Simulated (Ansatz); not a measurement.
## Ansatz run, MgP6Cl2

input.yaml (Ansatz 0.2.0)

```yaml
crystal:
  lattice:
    - [6.1789, 0.0, 0.0]
    - [-3.08945, 5.351088, 0.0]
    - [0.0, 0.0, 4.601308]
  atoms:
    - { symbol: Cl, position: [0.3333, 0.6667, 0.2641] }
    - { symbol: Cl, position: [0.6667, 0.3333, 0.7359] }
    - { symbol: Mg, position: [0.0, 0.0, 0.0] }
    - { symbol: P, position: [0.8221, 0.1779, 0.243] }
    - { symbol: P, position: [0.8221, 0.6442, 0.243] }
    - { symbol: P, position: [0.3558, 0.1779, 0.243] }
    - { symbol: P, position: [0.1779, 0.8221, 0.757] }
    - { symbol: P, position: [0.6442, 0.8221, 0.757] }
    - { symbol: P, position: [0.1779, 0.3558, 0.757] }
  symmetry: { tolerance: 0.0003 }
kpoints:
  mp_grid: { grid: [6, 6, 7], shift: [0, 0, 0] }
  band_path:
    path:
      - [0.0, 0.0, 0.0]
      - [0.5, 1.7e-07, 0.0]
      - [0.33333333, 0.3333335, 0.0]
      - [0.0, 0.0, 0.0]
      - [0.0, 0.0, 0.5]
      - [0.5, 1.7e-07, 0.5]
      - [0.33333333, 0.3333335, 0.5]
      - [0.0, 0.0, 0.5]
      - [0.5, 1.7e-07, 0.5]
      - [0.5, 1.7e-07, 0.0]
      - [0.33333333, 0.3333335, 0.5]
    npoints: 6
magnetization:
  spin_polarized: false
scf:
  occupations: { method: fermi_dirac }
  lower_state_search: "off"
  max_iter: 200
hamiltonian:
  pseudopotentials: { kind: paw }
  xc: pbe
basis:
  ecutwfc: 420
  fft_grid_basis: typed
output:
  forces: true
  stress: true
  eigenvalues: true
  bader: true
  populations: true
  elf: true
  write_potential: true
  volumetric_format: npy
  dos:
    e_range: [-12, 8]
    de: 0.05
    projected: { site_lists: { Cl: [Cl], Mg: [Mg], P: [P] } }
checkpoint:
  read: saved_state
```

The saved state is an earlier solution for the same cell, perhaps on another mesh. 

Parts of the output:

```
Warning: the atoms were moved onto the symmetric positions of the space group found under crystal.symmetry.tolerance 3.0e-4 (fractional; no operation is sought that the atoms, as they stand in a round, miss by more than twice it, and no atom is moved by as much as it), and the run uses the moved positions.
Pseudopotentials: kind: paw
Pseudopotential: Cl, paw, valence charge 7, recommended cutoff 420 eV (normal), Cl.paw.azcp
Pseudopotential: Mg, paw, valence charge 10, recommended cutoff 420 eV (normal), Mg.paw.azcp
Pseudopotential: P, paw, valence charge 5, recommended cutoff 420 eV (normal), P.paw.azcp
Functional definition: PBE
  exchange = pbe_x(kappa = kappa, mu = beta*pi^2/3)
  correlation = pbe_c(beta = beta)
Crystal: 9 atoms, lattice volume = 152.137 Å³
Basis set: ecut = 420 eV, 2997 PW (Γ), exchange–correlation on 90×90×64 points (8 copies of the dense FFT grid, shifted against one another)
Bands: 36, of which v1, the nominal top of the filled ones, is band 27 counted from 1 (26 counted from 0)
Symmetry: 12 space group operations
Space group: P-3m1 (ITA 164), of the structure as read, at distance tolerance 1.6e-3 Å
k-points: 37 of 252
Initial density: read from a saved state, or passed on in memory by an earlier SCF of this step, an earlier step, the calling program or the single point that the run made first
Functional: x = pbe(κ = 0.804, μ = 0.2195), c = pbe(β = 0.0667)
SCF iter   1: F=—  Δρ=1.09e-3  dr2=2.50e-3
SCF iter   2: F=—  Δρ=6.04e-4  dr2=8.43e-4
SCF iter   3: F=—  Δρ=9.14e-5  dr2=9.72e-6
SCF iter   4: F=—  Δρ=2.13e-5  dr2=1.42e-6
SCF iter   5: F=-8606.5105 eV  Δρ=3.88e-6  dr2=2.03e-8
SCF iter   6: F=-8606.5105 eV  Δρ=7.81e-7  dr2=1.03e-9
Free energy (F): -8606.5105 eV
Harris-Foulkes:  -8606.5105 eV  (|F-HF|=2.80e-10)
Internal energy: -8606.3324 eV  (E = F + TS)
E sigma→0 (E₀):  -8606.4214 eV
Entropy (-TS):   -0.1781 eV (-19.792 meV/atom)
Fermi energy:    8.0869 eV
--- Per-component energies (eV) ---
  E_band       = -231.9378
  E_kinetic    = 809.1305
  E_local      = -2397.4690  (includes V_loc(G=0)·N_el)
  E_nonlocal   = 357.5249
  E_hartree    = 847.7687
  E_xc         = -605.8425
  E_vxc        = -638.5537  (∫ρ·V_xc dr)
  E_paw        = -5022.2274  (= ΣΔE_a)
  E_vpaw       = -58.1079  (= ΣTr[D̂ρ^β])
  E_aug_tail   = 0.0002  (compensation charges beyond the density's cutoff)
  E_ewald      = -2595.2177
  E_smearing   = -0.1781  (= −TS)
--- Forces (eV/Å), atoms counted from 1 ---
  atom   1  Cl     0.0000     0.0000    -0.0418
  atom   2  Cl     0.0000     0.0000     0.0418
  atom   3  Mg     0.0000     0.0000     0.0000
  atom   4  P     -2.6365     1.5222     1.2301
  atom   5  P      0.0000    -3.0443     1.2301
  atom   6  P      2.6365     1.5222     1.2301
  atom   7  P      2.6365    -1.5222    -1.2301
  atom   8  P     -2.6365    -1.5222    -1.2301
  atom   9  P      0.0000     3.0443    -1.2301
--- Stress (GPa, compression-positive) ---
       13.7875       0.0000       0.0000
        0.0000      13.7875       0.0000
        0.0000       0.0000       3.8851
  P = ⅓ Tr σ = 10.4867 GPa (104.867 kbar)
```

Origin: a known structure type with other elements, at an estimated volume, so it need not be a known compound. Caveats: many states at the Fermi level without spin polarisation, so a magnetic state may lie lower; atoms or cell far from equilibrium.
